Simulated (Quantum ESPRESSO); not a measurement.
Inputs of pw.x and gipaw.x (a modified build of Quantum ESPRESSO, PBE) for Li$_{4}$Br$_{3}$Cl; the starting potential comes from an earlier run on another mesh:

```
&CONTROL
  calculation = 'scf'
  prefix = 'x'
  pseudo_dir = './pseudo'
  outdir = './out'
  tprnfor = .true.
/
&SYSTEM
  ibrav = 0
  nat = 8
  ntyp = 3
  ecutwfc = 50
  ecutrho = 200
  occupations = 'fixed'
  nbnd = 20
/
&ELECTRONS
  conv_thr = 1e-11
  startingpot = 'file'
/
ATOMIC_SPECIES
Li 6.940 Li.GGA_PBE-JTH.UPF
Cl 35.450 Cl.GGA_PBE-JTH.UPF
Br 79.904 Br.GGA_PBE-JTH.UPF
CELL_PARAMETERS angstrom
    5.431558880000     0.000000000000     0.000000000000
    0.000000000000     5.431558880000     0.000000000000
    0.000000000000     0.000000000000     5.431558880000
ATOMIC_POSITIONS crystal
Li     0.000000000000     0.000000000000     0.000000000000
Cl     0.500000000000     0.000000000000     0.000000000000
Li     0.000000000000     0.500000000000     0.500000000000
Br     0.500000000000     0.500000000000     0.500000000000
Li     0.500000000000     0.000000000000     0.500000000000
Br     0.000000000000     0.000000000000     0.500000000000
Li     0.500000000000     0.500000000000     0.000000000000
Br     0.000000000000     0.500000000000     0.000000000000
K_POINTS automatic
4 4 4 1 1 1
```

```
&INPUTGIPAW
  job = 'nmr'
  prefix = 'x'
  tmp_dir = './out/'
  restart_mode = 'from_scratch'
  pawproj(1) = .true.
  pawproj(2) = .true.
  pawproj(3) = .true.
  use_nmr_macroscopic_shape = .false.
/
```

The cell was made here from a computed Materials Project entry: one of 4 Br replaced by Cl, cell and atoms relaxed (PBE without dispersion, pw.x of Quantum ESPRESSO, symmetry kept). The parent is LiBr in Fm-3m. The swapped cell is a model, not a known phase. Stability against distortions was not tested.

Question: What does gipaw.x print for the total shieldings?

Answer: 
```
     Total NMR chemical shifts in ppm: ---------------------------------------
     (adopting the Simpson convention for anisotropy and asymmetry)-----------

     Atom  1  Li  pos: (  0.000000  0.000000  0.000000)  Total sigma:          80.94
            79.6016         -0.0000         -0.0000
             0.0000         81.6060          0.0000
            -0.0000         -0.0000         81.6060

     Li      1    anisotropy:     -2.00    eta:    0.0000

     Atom  2  Cl  pos: (  0.500000  0.000000  0.000000)  Total sigma:         901.08
           901.0789         -0.0000          0.0000
            -0.0000        901.0789          0.0000
            -0.0000          0.0000        901.0789

     Cl      2    anisotropy:     -0.00    eta:    0.0000

     Atom  3  Li  pos: (  0.000000  0.500000  0.500000)  Total sigma:          80.71
            80.7116         -0.0000         -0.0000
             0.0000         80.7116          0.0000
            -0.0000          0.0000         80.7116

     Li      3    anisotropy:      0.00    eta:    0.0000

     Atom  4  Br  pos: (  0.500000  0.500000  0.500000)  Total sigma:        2598.11
          2606.8876          0.0000          0.0000
            -0.0000       2593.7268         -0.0000
            -0.0000         -0.0000       2593.7268

     Br      4    anisotropy:     13.16    eta:    0.0000

     Atom  5  Li  pos: (  0.500000  0.000000  0.500000)  Total sigma:          80.94
            81.6060          0.0000          0.0000
             0.0000         81.6060         -0.0000
            -0.0000         -0.0000         79.6016

     Li      5    anisotropy:     -2.00    eta:    0.0000

     Atom  6  Br  pos: (  0.000000  0.000000  0.500000)  Total sigma:        2598.11
          2593.7268          0.0000          0.0000
            -0.0000       2606.8876         -0.0000
            -0.0000         -0.0000       2593.7268

     Br      6    anisotropy:     13.16    eta:    0.0000

     Atom  7  Li  pos: (  0.500000  0.500000  0.000000)  Total sigma:          80.94
            81.6060          0.0000          0.0000
             0.0000         79.6016          0.0000
             0.0000         -0.0000         81.6060

     Li      7    anisotropy:     -2.00    eta:    0.0000

     Atom  8  Br  pos: (  0.000000  0.500000  0.000000)  Total sigma:        2598.11
          2593.7268         -0.0000          0.0000
            -0.0000       2593.7268          0.0000
            -0.0000          0.0000       2606.8876

     Br      8    anisotropy:     13.16    eta:    0.0000
```
The printed anisotropy is 3/2 (σ_33 − σ_iso) in the program's own order; the axes are left out here. Anisotropies that symmetry doesn't fix are less certain than the isotropic values. Shieldings are absolute and leave out the bulk-susceptibility term; a larger σ means a smaller chemical shift. By our sweeps, such settings leave a few ppm in absolute σ on light atoms and up to some 20 ppm from Zn on. No spin–orbit coupling; Br is the heaviest element present. The datasets of Cl, Br hold no d projectors, which limits absolute σ on these atoms. Static lattice: thermal averaging is not included.
